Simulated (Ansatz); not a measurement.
**InSb: single point with Ansatz**

System: InSb (zinc blende type, first atom moved by 0.06 Å along [111]), 2 atoms in the cell.

Ansatz input (lattice in Å, positions in fractions of it; a bare `kind: paw` takes the build's default datasets)
```yaml
crystal:
  lattice:
    - [0.0, 3.32, 3.32]
    - [3.32, 0.0, 3.32]
    - [3.32, 3.32, 0.0]
  atoms:
    - { symbol: In, position: [0.0052170205, 0.0052170205, 0.0052170205] }
    - { symbol: Sb, position: [0.25, 0.25, 0.25] }
kpoints:
  mp_grid: { grid: [4, 4, 4] }
hamiltonian:
  xc: hse06
  pseudopotentials: { kind: paw }
scf:
  occupations: { method: fermi_dirac, width: 0.05 }
output:
  forces: true
  stress: true
  eigenvalues: true
accuracy: low
```

The calculation used Ansatz 0.2.0 development build, HSE06, plane waves, PAW datasets (generated soft set 1).

What the run gave

```json
{"Plane-wave cutoff used": "420 eV", "Pressure": "-1.15 GPa", "Largest force": "0.373 eV/Å on In1 and Sb2", "Smearing term TS": "1.4 meV/atom", "Valence electrons": "28", "Irreducible k-points": "13", "CPU time": "roughly 60 core-seconds on a shared host"}
```

| atom | Fx (eV/Å) | Fy (eV/Å) | Fz (eV/Å) |
| --- | --- | --- | --- |
| In1 | -0.215 | -0.215 | -0.215 |
| Sb2 | 0.215 | 0.215 | 0.215 |

Stress tensor in GPa, compression positive:
```
-1.15  0.49  0.49
 0.49 -1.15  0.49
 0.49  0.49 -1.15
```

The stress includes the program's correction for the finite plane-wave basis.

The k-mesh is coarse, so these values belong to this mesh and can lie far from the converged ones.
